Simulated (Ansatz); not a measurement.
**YGaPt, first-principles data**

YGaPt:
```cif
data_Ga4Pt4Y4
_chemical_formula_sum 'Y4 Ga4 Pt4'
_space_group_name_H-M_alt 'Pnma'
_space_group_IT_number 62
_space_group_name_Hall '-P 2ac 2n'
_cell_length_a 6.92923
_cell_length_b 4.42061
_cell_length_c 7.61596
_cell_angle_alpha 90.000
_cell_angle_beta 90.000
_cell_angle_gamma 90.000
loop_
_atom_site_label
_atom_site_type_symbol
_atom_site_symmetry_multiplicity
_atom_site_Wyckoff_symbol
_atom_site_fract_x
_atom_site_fract_y
_atom_site_fract_z
_atom_site_occupancy
Y1 Y 4 c 0.01293 0.75000 0.29940 1
Ga1 Ga 4 c 0.32413 0.25000 0.42251 1
Pt1 Pt 4 c 0.21933 0.25000 0.09505 1
```

Space group Pnma (No. 62); conventional cell a = 6.9292 Å, b = 4.4206 Å, c = 7.6160 Å, α = 90.00°, β = 90.00°, γ = 90.00°.

Method: the program Ansatz at the r²SCAN level (PAW). Structure relaxed to zero pressure with the same functional. Other levels are named where they apply.

**Cell and energy**

```yaml
volume_per_atom: 19.44 Å³
density: 10.07 g/cm³
Formation energy from the elements (no fitted shifts): -1.22 eV/atom
```

**Electronic structure**

```yaml
electronic_character: metallic (no gap)
Density of states at the Fermi level: 0.53 states/eV per atom (mean over ±0.08 eV)
```

The first step of the workflow began from a Materials Project structure, measured or hypothetical; the Crystallography Open Database copy checked does not list it. Whether it is the stable phase at ambient conditions was not checked. The r²SCAN relaxation kept the symmetry of its start; whether a distortion lowers the energy is not shown. The run is not spin-polarised. Axis ratios of metals converge slowly with the k-mesh, so a and c are less sure than the volume. The references are the lowest solids computed at this level, not always the standard phases. Scalar-relativistic: spin–orbit coupling is off unless named, which matters more the heavier the elements.

Potentials: the later of the program's two PAW sets.
